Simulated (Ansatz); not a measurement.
With r²SCAN+D4 (plane waves, PAW; program Ansatz), ZnSe in the orthorhombic phase (Pnma; Zn on 4c, Se on 4c) relaxes to a = 6.509 Å, b = 4.124 Å, c = 6.925 Å. Zn has 4 nearest neighbours from 2.41 Å (tetrahedral). Its formation energy from the elements is -70 kJ/mol of atoms, with no fitted shifts.

It is gapped at this level: 2.01 eV (direct). The valence maximum lies at Γ and the conduction minimum at Γ. Electrons at the band edge weigh 0.15, 0.18, 0.19 mₑ (principal values). The hole mass is 0.17, 1.6, 2.2 mₑ (principal values).

An equation-of-state fit gives a bulk modulus of 23.7 GPa. Bader charges are Zn +0.85, Se -0.85 e.

The start of the workflow was typed in or built on a structure type; neither database checked (COD, Materials Project) lists it. It is not the phase usual at ambient conditions (space group No. 216). The cell was relaxed with r²SCAN+D4 under the symmetry of its start; whether a distortion lowers the energy is not shown. The references are the lowest solids computed at this level, not always the standard phases. Scalar-relativistic: spin–orbit coupling is off unless named, which matters more the heavier the elements.

Potentials: the earlier of the program's two PAW sets.
